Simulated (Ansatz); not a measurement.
Sc:
```cif
data_Sc8
_chemical_formula_sum 'Sc8'
_space_group_name_H-M_alt 'Fd-3m :1'
_space_group_IT_number 227
_space_group_name_Hall 'F 4d 2 3 -1d'
_cell_length_a 6.33581
_cell_length_b 6.33581
_cell_length_c 6.33581
_cell_angle_alpha 90.000
_cell_angle_beta 90.000
_cell_angle_gamma 90.000
loop_
_atom_site_label
_atom_site_type_symbol
_atom_site_symmetry_multiplicity
_atom_site_Wyckoff_symbol
_atom_site_fract_x
_atom_site_fract_y
_atom_site_fract_z
_atom_site_occupancy
Sc1 Sc 8 b 0.50000 0.50000 0.50000 1
```
(The calculation used a cell of 2 atoms; values per cell refer to that cell.)

Relaxed with r²SCAN.

Task: Tabulate the valence density and the electron localisation function along the shortest Sc–Sc contact (2.74 Å), plane-wave PAW r²SCAN (Ansatz code).

Result: 

| distance from Sc (Å) | density (e/Å³) | ELF |
|---|---|---|
| 0.27 | 6.98 | 0.32 |
| 0.41 | 5.75 | 0.61 |
| 0.55 | 3.90 | 0.73 |
| 0.69 | 2.14 | 0.71 |
| 0.82 | 0.98 | 0.53 |
| 0.96 | 0.42 | 0.23 |
| 1.10 | 0.22 | 0.08 |
| 1.23 | 0.15 | 0.05 |
| 1.37 | 0.13 | 0.05 |
| 1.51 | 0.15 | 0.05 |
| 1.65 | 0.22 | 0.08 |
| 1.78 | 0.42 | 0.23 |
| 1.92 | 0.98 | 0.53 |
| 2.06 | 2.14 | 0.71 |
| 2.19 | 3.90 | 0.73 |
| 2.33 | 5.75 | 0.61 |
| 2.47 | 6.98 | 0.32 |

The density is the valence pseudo-density with augmentation charge, so density and ELF within about 1 Å of a nucleus are not all-electron values.

The start of the workflow was typed in or built on a structure type; neither database checked (COD, Materials Project) lists it. It is not the phase usual at ambient conditions (space group No. 194). Symmetry was held in the r²SCAN relaxation; its stability against distortions is not shown here. The run is not spin-polarised. The volume moved by -20 % from the start of the relaxation.

Potentials: the later of the program's two PAW sets.
